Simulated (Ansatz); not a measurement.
Computed with Ansatz 0.2.0, DFT PBE, scalar-relativistic, plane waves, PAW. Settings: cutoff 420 eV, Γ-centred meshes spaced at most about 0.3 Å⁻¹, and about 0.25 Å⁻¹ or finer for metals (2π included), Gaussian smearing. No spin polarisation in the final relaxations.

Each of these unrelaxed guesses is relaxed in cell and atoms within its symmetry. A guess keeps its type if space group and coordination stay and the shape of the cell changes little (axis ratios within about 15 %, angles within 6°); the volume may change.

1. KSrRe4

Space group F-43m (No. 216). a = 7.903 Å, b = 7.903 Å, c = 7.903 Å, α = 90.00°, β = 90.00°, γ = 90.00°
```json
{"atom": "K", "site": "4d", "symmetry": "-43m", "x": "0.2500", "y": "0.2500", "z": "0.7500"}
{"atom": "Sr", "site": "4a", "symmetry": "-43m", "x": "0.0000", "y": "0.0000", "z": "0.0000"}
{"atom": "Re", "site": "16e", "symmetry": ".3m", "x": "0.8741", "y": "0.3741", "z": "0.8741"}
```

2. KHf3O2

Space group P-6m2 (No. 187). a = 4.192 Å, b = 4.192 Å, c = 8.234 Å, α = 90.00°, β = 90.00°, γ = 120.00°
```csv
atom,site,symmetry,x,y,z
K,1e,-6m2,0.6667,0.3333,0.0000
Hf,1f,-6m2,0.6667,0.3333,0.5000
Hf,1a,-6m2,0.0000,0.0000,0.0000
Hf,1b,-6m2,0.0000,0.0000,0.5000
O,2h,3m.,0.3333,0.6667,0.2478
```

Question: Which keep their type?

Answer: Guess 1 keeps its type.

| guess | kept | start group | end group | V start (Å³/atom) | V end | b/a and c/a, end over start | nearest neighbours start | nearest neighbours end |
| --- | --- | --- | --- | --- | --- | --- | --- | --- |
| 1 | yes | F-43m | F-43m | 20.6 | 19.8 | 1.00, 1.00 | K 16, Re 6, Sr 16 | K 16, Re 6, Sr 16 |
| 2 | no | P-6m2 | P-6m2 | 20.9 | 18.8 | 1.00, 0.63 | Hf 3, K 3, O 12 | Hf 5/11, K 11, O 7 |

Neighbours count within 15 % of an atom's shortest distance; end groups are read at 0.02 Å (0.05 Å in metals).

These runs have no spin–orbit coupling, which can matter for Hf and Re. In KHf3O2 P-6m2 an odd number of electrons in the primitive cell allows no gap without spin; a larger cell or a magnetic state could open one. A magnetic state wasn't ruled out in cells without spin, among them KHf3O2 P-6m2. Cells relaxed within their symmetry can be saddle points.

In counts of neighbours, a slash parts the counts of unlike sites.
